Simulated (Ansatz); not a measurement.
Data:

Ta (bcc, W type)

```cif
data_Ta
_chemical_formula_sum 'Ta1'
_space_group_name_H-M_alt 'P 1'
_space_group_IT_number 1
_cell_length_a 2.84223
_cell_length_b 2.84223
_cell_length_c 2.84223
_cell_angle_alpha 109.471
_cell_angle_beta 109.471
_cell_angle_gamma 109.471
loop_
_space_group_symop_operation_xyz
  'x, y, z'
loop_
_atom_site_label
_atom_site_type_symbol
_atom_site_fract_x
_atom_site_fract_y
_atom_site_fract_z
_atom_site_occupancy
Ta1 Ta 0.00000 0.00000 0.00000 1
```

E(V) scan at fixed shape, V₀ the volume above. Symmetry pins the atoms to their sites.

Level of theory: PBEsol (plane waves to 420 eV, PAW, scalar-relativistic; Ansatz, a quantum-chemistry and plane-wave program). k mesh 20×20×20 (Γ-centred), Fermi-Dirac smearing 0.05 eV. The energy includes the smearing's −TS. Compression counts positive. Spin-orbit coupling is left out, though Ta is heavy. Ta is run without spin polarisation. Ta was relaxed with its symmetry unable to fall. The PAW data are Ansatz's earlier set. The zero of ΔE is the relaxed starting cell.

The scan covers V/V₀ from 0.940 to 1.060 in 11 points.

Problem. What is the fitted pressure derivative B₀′?

Solution. 3.7.

Problem. What bulk modulus B₀ follows from a third-order Birch-Murnaghan fit?

Solution. 209 GPa.

(A scan under strain: stresses follow from slopes of the energy per volume, elastic moduli from its curvatures.)
